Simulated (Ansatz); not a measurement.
A surface is cut from this relaxed crystal of Ag:

```cif
data_structure
_symmetry_space_group_name_H-M 'P6_3/mmc'
_symmetry_Int_Tables_number 194
_cell_length_a 2.8710
_cell_length_b 2.8710
_cell_length_c 9.3381
_cell_angle_alpha 90.000
_cell_angle_beta 90.000
_cell_angle_gamma 120.000
_cell_volume 66.66
loop_
_atom_site_label
_atom_site_type_symbol
_atom_site_symmetry_multiplicity
_atom_site_Wyckoff_symbol
_atom_site_fract_x
_atom_site_fract_y
_atom_site_fract_z
_atom_site_occupancy
Ag1 Ag 2 c 0.33333 0.66667 0.25000 1
Ag2 Ag 2 a 0.00000 0.00000 0.00000 1
```

Miller indices refer to the conventional cell of P6_3/mmc (No. 194), a = 2.871 Å, b = 2.871 Å, c = 9.338 Å, α = 90.00°, β = 90.00°, γ = 120.00°.

The (001) slab of 9 planes, 18.7 Å thick with 15 Å of vacuum as cut; outer planes Ag (top) and Ag (bottom).

Theory: Ansatz, DFT PBEsol, scalar-relativistic, plane waves, PAW. Cutoff 420 eV; k points 12×12×1 on the computed 9-atom cell (Γ-centred); Gaussian smearing, width 0.10 eV; no spin polarisation. The cell repeats along c with a dipole correction in the vacuum.

With the atoms at the bulk's places:

For the slab as cut, the surface energy (mean of both faces) is 1.01 J/m² and the work function is 4.54 eV.

(1) What changes when all atoms relax within this surface cell and its symmetry?

Answers

(1) The energy falls by 0.003 J/m² a face, and the largest move is 0.04 Å.

```yaml
Surface_energy_mean_of_both_faces: 1.01 J/m²
Work_function: 4.53 eV
```

| plane (bottom to top) | atoms | spacing to next, bulk (Å) | relaxed (Å) | change (%) |
| --- | --- | --- | --- | --- |
| 1 | Ag | 2.335 | 2.316 | -0.8 |
| 2 | Ag | 2.335 | 2.319 | -0.7 |
| 3 | Ag | 2.335 | 2.328 | -0.3 |
| 4 | Ag | 2.335 | 2.331 | -0.2 |
| 5 | Ag | 2.335 | 2.331 | -0.2 |
| 6 | Ag | 2.335 | 2.328 | -0.3 |
| 7 | Ag | 2.335 | 2.319 | -0.7 |
| 8 | Ag | 2.335 | 2.316 | -0.8 |
| 9 | Ag |  |  |  |

The reference crystal is a form of Ag, which isn't its usual structure.